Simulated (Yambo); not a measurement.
G0W0@LDA for LiBr (wurtzite, space group P6_3mc, No. 186) in Yambo. Reference settings: 3×3×2 Γ-centred k mesh, bands 3 to 174 and a 8 Ry block in the screening, 174 bands in G with the Bruneval-Gonze terminator, plasmon pole fitted at 27.2 eV. The LDA gap Γ → Γ on this mesh is 4.82 eV; G0W0 gaps are taken between the same points.

The settings were changed. The gap went from 7.49 eV to 7.34 eV, and the shift of the valence edge from -1.68 eV to -1.40 eV.

### Question
Name the change that produced these shifts.
A) 3×3×1 mesh
B) 33 bands in W, 33 bands in G, 2 Ry block
C) 58 bands in W, 58 bands in G, 6 Ry block
D) 33 bands in W, 33 bands in G, 3 Ry block

### Answer
C, 58 bands in W, 58 bands in G, 6 Ry block. The others gave (gap, valence shift): 3×3×1 mesh: 7.47, -1.65 eV; 33 bands in W, 33 bands in G, 2 Ry block: 7.25, -1.16 eV; 33 bands in W, 33 bands in G, 3 Ry block: 7.28, -1.17 eV.

Spin-orbit coupling is not included.

Geometry relaxed with LDA; primitive cell a = 4.0456 Å, b = 4.0456 Å, c = 6.4821 Å, α = 90.00°, β = 90.00°, γ = 120.00°.

This is not the ordinary phase of the substance; no match was found in the copy of COD used, and its stability was not checked.

A shift is the quasiparticle energy of the state minus its LDA energy.
